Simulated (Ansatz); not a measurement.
What DFT gives for Rb$_{3}$NaS$_{2}$O$_{8}$

```xyz
14
Lattice="2.9114 5.0426 0.0000 -2.9114 5.0426 0.0000 0.0000 0.0000 7.4925" Properties=species:S:1:pos:R:3 pbc="T T T"
Rb    0.0000    0.0000    0.0000
Na    0.0000    0.0000    3.7463
Rb    0.0000    6.7235    5.1181
Rb    0.0000    3.3617    2.3744
S     0.0000    6.7235    1.7517
S     0.0000    3.3617    5.7408
O     0.0000    6.7235    0.2368
O     0.0000    3.3617    7.2557
O     1.2283    6.0143    2.2612
O     0.0000    8.1418    2.2612
O    -1.2283    6.0143    2.2612
O    -1.2283    4.0709    5.2313
O     1.2283    4.0709    5.2313
O     0.0000    1.9434    5.2313
```

Single point in Ansatz 0.2.0 with r2SCAN, no spin polarisation. Cutoff 500 eV, PAW datasets, 5×5×4 Γ-centred k mesh, fermi-dirac filling (width 0.0317 eV).

Band edges: Within 0.7 eV of the edges, the states project mainly on O p (99 %) below the gap and on Rb s (47 %), O s (23 %) and Na s (15 %) above it.
Charges: Bader charges in e: Rb +0.88, Na +0.91, S +3.91, O -1.44 to -1.39. In the mean S gives up most and O takes most.
Forces: The largest is on O7 (and as large on other atoms): 2.52 eV/Å, components (0.00, 0.00, 2.52). It makes 0° with the line to a nearest neighbour, S5 at 1.51 Å, pointing towards it.
Electronic structure: The gap is 5.99 eV, indirect (the least direct gap found is 6.08 eV).
Stress: The pressure is -2.7 GPa (compression positive), so with the atoms held at these fractions the cell would first shrink; the forces are large, so a full relaxation may end otherwise. The principal stresses -3.8, -2.1, -2.1 GPa differ, so its shape would change too.

Origin: a known structure type with other elements, at an estimated volume, so it need not be a known compound. Caveats: atoms or cell far from equilibrium.
